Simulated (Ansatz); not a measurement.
Si2H2O3 in space group R-3 (No. 148; Pearson symbol hR28), r²SCAN+D4 (plane waves, PAW; program Ansatz). The conduction-band minimum lies at Γ, with 1 equivalent valley. Second derivatives d²E/dk² of the lowest band at one valley (eV·Å²), along Cartesian directions:

| direction | d²E/dk² |
|---|---|
| [100] | 4.413 |
| [010] | 4.413 |
| [001] | 9.094 |
| [110] | 4.413 |
| [101] | 6.753 |
| [011] | 6.751 |

### Question
Find the principal effective masses, the density-of-states mass and the conductivity mass.

### Answer
Off-diagonal terms follow from H_xy = H[110] − (H_xx + H_yy)/2, and m*/mₑ = 7.620 eV·Å² over each eigenvalue: 0.84, 1.7, 1.7. One valley's DOS mass (m₁m₂m₃)^(1/3) = 1.4, conductivity mass 3/(Σ 1/mᵢ) = 1.3 mₑ.

### Question
What effective density of states Nc follows at 300 K for parabolic valleys?

### Answer
Nc = 2.509e19 × 1 × (1.4)^(3/2) ≈ 4.2e19 cm⁻³.

The first step of the workflow began from a Materials Project structure, measured or hypothetical; the Crystallography Open Database files this formula in space group No. 148, but the cells were not matched. Its standing as an ambient phase is unchecked. The cell was relaxed with r²SCAN+D4 under the symmetry of its start; whether a distortion lowers the energy is not shown.

Potentials: the later of the program's two PAW sets.

Edges and masses are those of Kohn–Sham bands, whose gap is no quasiparticle gap.
